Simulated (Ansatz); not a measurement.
YIn3 (Cu3Au type, Pm-3m), DFT-PBE in the program Ansatz with PAW potentials, all energies at zero smearing, with the estimated change up to a 700 eV cutoff added, with one set of potentials and settings (totals compare only within such a set). Cell of 4 atoms (1 Y, 3 In): -20643.944 eV.

```
element                reference phase  E (eV/atom)
-------  -----------------------------  -----------
Y        P6_3/mmc, 2 atoms in the cell   -3848.6668
In         I4/mmm, 1 atoms in the cell   -5597.8481
```

Formation energy per atom, worked out: (-20643.944 − 1×(-3848.6668) − 3×(-5597.8481))/4 = -0.433 eV/atom (-42 kJ per mol of atoms), at 0 K, without zero-point energy or fitted corrections.

The workflow started from an entry of the Crystallography Open Database (COD). Whether it is the stable phase at ambient conditions was not checked. Symmetry was held in the PBE relaxation; its stability against distortions is not shown here. No spin polarisation was allowed. The references are the lowest solids computed at this level, not always the standard phases.

Potentials: the later of the program's two PAW sets.
